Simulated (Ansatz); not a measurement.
MgCdTe2 in space group P-4m2 (No. 115; Mg on 1c, Cd on 1a, Te on 2g), PBEsol in the plane-wave PAW code Ansatz. The conduction-band minimum lies at Γ, with 1 equivalent valley. Second derivatives d²E/dk² of the lowest band at one valley (eV·Å²), along Cartesian directions:

```csv
direction,d²E/dk²
[100],66.17
[010],66.17
[001],59.31
[110],66.24
[101],62.70
[011],62.70
```

Task: Find the principal effective masses, the density-of-states mass and the conductivity mass.

Result: Off-diagonal terms follow from H_xy = H[110] − (H_xx + H_yy)/2, and m*/mₑ = 7.620 eV·Å² over each eigenvalue: 0.12, 0.12, 0.13. One valley's DOS mass (m₁m₂m₃)^(1/3) = 0.12, conductivity mass 3/(Σ 1/mᵢ) = 0.12 mₑ.

Task: What effective density of states Nc follows at 300 K for parabolic valleys?

Result: Nc = 2.509e19 × 1 × (0.12)^(3/2) ≈ 1.0e18 cm⁻³.

The workflow started from a Materials Project entry (that database holds measured and hypothetical structures alike); the Crystallography Open Database copy checked does not list it. With Mg and Cd taken as one species the cell has the higher symmetry F-43m, so it may be an ordered model of a mixed-site phase. Whether it is the stable phase at ambient conditions was not checked. The cell was relaxed with PBEsol under the symmetry of its start; its stability against distortions is not shown here. Spin–orbit coupling is left out wherever it is not named.

Potentials: the later of the program's two PAW sets.

Edges and masses are those of Kohn–Sham bands, whose gap is no quasiparticle gap.
